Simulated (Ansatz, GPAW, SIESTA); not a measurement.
## One calculation of InSb3, 3 ways

```
Sb In
1.0
     4.80637    0.00000    0.00000
     0.00000    4.80637    0.00000
     0.00000    0.00000    4.80637
Sb In
3 1
Cartesian
  2.4032 2.4032 0.0000
  0.0000 2.4032 2.4032
  2.4032 0.0000 2.4032
  0.0000 0.0000 0.0000
```

The cell comes from a database or a generator and needn't be the stable form of this composition.

Alike in all runs: task band structure; functional LDA; k mesh 6 × 6 × 6; occupations fermi-dirac, width 0.05 eV; no spin polarisation; no spin-orbit coupling. LDA stands for any of its common fits. Pressure is positive in compression and, in plane waves, holds the error of the finite cutoff.

| program and potentials | plane-wave cutoff (eV) | notes | pressure (GPa) |
| --- | --- | --- | --- |
| Ansatz, all-electron LAPW, scalar-relativistic | - | - | -3.82 |
| GPAW, the program's PAW data sets (release 1.2.1) made for this functional | 600 | - | -4.11 |
| SIESTA, files PseudoDojo sr-lda-0.4.1-standard, DZP (energy shift 0.003 Ry; two zetas on semicore shells) | - | atomic basis | -2.45 |

The pressure spans -4.11 (GPAW, the program's PAW data sets (release 1.2.1) made for this functional) to -2.45 GPa (SIESTA, files PseudoDojo sr-lda-0.4.1-standard, DZP (energy shift 0.003 Ry; two zetas on semicore shells)), with all-electron results at -3.82. Rows in atomic bases carry the error of their basis and grid, which can be large.

Differences between rows come from potentials, basis sets and numerical settings, since the functional is the same but for its coding. Runs on potential files found faulty are left out.
